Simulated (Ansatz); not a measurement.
Method: DFT PBE, scalar-relativistic, plane waves, PAW in Ansatz. Cutoff 420 eV, Γ-centred meshes of about 0.25 Å⁻¹ or finer for metals and 0.3 Å⁻¹ for insulators (2π included), Gaussian smearing. No spin polarisation.

Temperature and zero-point effects are left out.

Two forms of Na₅ZrO₂ were relaxed alike.

A.

```cif
data_structure
_symmetry_space_group_name_H-M 'P-4m2'
_symmetry_Int_Tables_number 115
_cell_length_a 4.1890
_cell_length_b 4.1890
_cell_length_c 14.1517
_cell_angle_alpha 90.000
_cell_angle_beta 90.000
_cell_angle_gamma 90.000
_cell_volume 248.33
loop_
_atom_site_label
_atom_site_type_symbol
_atom_site_symmetry_multiplicity
_atom_site_Wyckoff_symbol
_atom_site_fract_x
_atom_site_fract_y
_atom_site_fract_z
_atom_site_occupancy
Na1 Na 1 b 0.50000 0.50000 0.00000 1
Na2 Na 2 e 0.00000 0.00000 0.62263 1
Na3 Na 2 f 0.50000 0.50000 0.77512 1
Zr1 Zr 1 a 0.00000 0.00000 0.00000 1
O1 O 2 g 0.00000 0.50000 0.97917 1
```

B.

```cif
data_structure
_symmetry_space_group_name_H-M 'I4/mmm'
_symmetry_Int_Tables_number 139
_cell_length_a 4.6509
_cell_length_b 4.6509
_cell_length_c 18.2510
_cell_angle_alpha 90.000
_cell_angle_beta 90.000
_cell_angle_gamma 90.000
_cell_volume 394.78
loop_
_atom_site_label
_atom_site_type_symbol
_atom_site_symmetry_multiplicity
_atom_site_Wyckoff_symbol
_atom_site_fract_x
_atom_site_fract_y
_atom_site_fract_z
_atom_site_occupancy
Na1 Na 8 g 0.00000 0.50000 0.14442 1
Na2 Na 2 b 0.50000 0.50000 0.00000 1
Zr1 Zr 2 a 0.00000 0.00000 0.00000 1
O1 O 4 e 0.00000 0.00000 0.10985 1
```

Question: Which would you expect to be lower, and how large is the difference?

Answer: A is lower, by 103 meV/atom. A has space group P-4m2 (No. 115), 31.0 Å³/atom and no gap on its mesh; B has space group I4/mmm (No. 139), 24.7 Å³/atom and no gap. Counting Na or Zr atoms around O (for each partner element, those within 1.25 times its shortest distance or 1.15 times the sum of covalent radii, where it is the nearest in units of that sum or under 1.3; a plus sign parts groups by distance over the sum of covalent radii), A has O 4 and B has O 1+4. The lower one is the more open, so pressure narrows the difference. In A, around Na on a site of symmetry -4m2 lie 4 O at 2.12 Å, 4 Zr at 2.96 Å and 2 Na at 3.18 Å; around Zr lie 4 O at 2.12 Å and 4 Na at 2.96 Å; O has 2 Na at 2.12 Å, 2 Zr at 2.12 Å, 4 O at 3.02 Å and 2 Na at 3.57 Å; 2 more sites not described. In B, Na on a site of symmetry 2mm is surrounded by 2 O at 2.41 Å, 4 Na at 3.29 Å, 2 Na at 3.52 Å, 2 Zr at 3.52 Å and 1 Na at 3.85 Å; around Zr lie 2 O at 2.00 Å, 4 Na at 3.29 Å and 8 Na at 3.52 Å; O has 1 Zr at 2.00 Å and 4 Na at 2.41 Å; 1 more site not described. Both come from trial cells of a structure search, whose lowest cell (C2/m, 24.3 Å³/atom) lies 204 meV/atom below the lower of the two.

In P-4m2, I4/mmm an odd number of electrons in the primitive cell allows no gap without spin; a larger cell or a magnetic state could open one. Trial moments fell under 0.15 μB along the way in P-4m2 and I4/mmm; another start might hold them. Cells relaxed within their symmetry can be saddle points. Some types were kept out of the candidates beforehand, so the set may lack a known form.
